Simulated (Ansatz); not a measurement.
CaZrN₂:
Space group R-3m, hexagonal axes (No. 166); a = b = 3.310 Å, c = 16.790 Å, α = β = 90.00°, γ = 120.00°

```
atom  site  symmetry       x       y       z
----  ----  --------  ------  ------  ------
Ca      3a       -3m  0.0000  0.0000  0.0000
Zr      3b       -3m  0.0000  0.0000  0.5000
N       6c        3m  0.0000  0.0000  0.2383
```
(The calculation used a cell of 4 atoms; values per cell refer to that cell.)

Relaxed with r²SCAN.

Q: Tabulate the valence density and the electron localisation function along the shortest Zr–N contact (2.26 Å), r²SCAN (plane waves, PAW; program Ansatz).

A: 

```csv
distance from Zr (Å),density (e/Å³),ELF
0.23,3.57,0.24
0.34,4.09,0.54
0.45,4.04,0.74
0.56,3.41,0.81
0.68,2.48,0.81
0.79,1.61,0.71
0.90,0.99,0.47
1.02,0.65,0.26
1.13,0.52,0.21
1.24,0.54,0.34
1.35,0.67,0.59
1.47,0.91,0.76
1.58,1.30,0.81
1.69,1.88,0.80
1.81,2.61,0.71
1.92,3.23,0.51
2.03,3.52,0.24
```

The density is the valence pseudo-density with augmentation charge, so density and ELF within about 1 Å of a nucleus are not all-electron values.

The first step of the workflow began from a Materials Project structure, measured or hypothetical; the Crystallography Open Database copy checked does not list it. Its standing as an ambient phase is unchecked. The r²SCAN relaxation kept the symmetry of its start; whether a distortion lowers the energy is not shown. The run is not spin-polarised.

Potentials: the later of the program's two PAW sets.
